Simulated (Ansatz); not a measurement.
The relaxed structure here is a generated cell of BaF2: the first start was made by a random draw of sites in a space group, and the end was not matched to a known phase here, so it may be hypothetical. Known forms of BaF2 include space group No. 225.

A relaxed structure of BaF2. Space group I-4m2 (No. 119). These are PBEsol (plane waves to 420 eV, PAW, scalar-relativistic; Ansatz, a program for electronic structure) values and carry that method's errors.

```cif
data_Ba6F12
_chemical_formula_sum 'Ba6 F12'
_space_group_name_H-M_alt 'I-4m2'
_space_group_IT_number 119
_space_group_name_Hall 'I -4 -2'
_cell_length_a 6.89859
_cell_length_b 6.89859
_cell_length_c 7.44632
_cell_angle_alpha 90.000
_cell_angle_beta 90.000
_cell_angle_gamma 90.000
loop_
_atom_site_label
_atom_site_type_symbol
_atom_site_symmetry_multiplicity
_atom_site_Wyckoff_symbol
_atom_site_fract_x
_atom_site_fract_y
_atom_site_fract_z
_atom_site_occupancy
Ba1 Ba 4 f 0.00000 0.50000 0.04586 1
Ba2 Ba 2 a 0.00000 0.00000 0.00000 1
F1 F 8 h 0.21200 0.28800 0.25000 1
F2 F 2 b 0.00000 0.00000 0.50000 1
F3 F 2 d 0.50000 0.00000 0.25000 1
```
(The calculation used a cell of 9 atoms; values per cell refer to that cell.)

### Question
Estimate the band gap that PBEsol returns for this input.

### Answer
1.59 eV, indirect (valence top at Γ, conduction bottom at k = (0.1429, 0.1429, -0.1429)) (no spin-orbit coupling).

### Question
Estimate the smallest direct gap that PBEsol returns for this input.

### Answer
1.66 eV at Γ.

No spin polarisation in the result.

The run could not lose the symmetry of its start, so the end can be a saddle point.
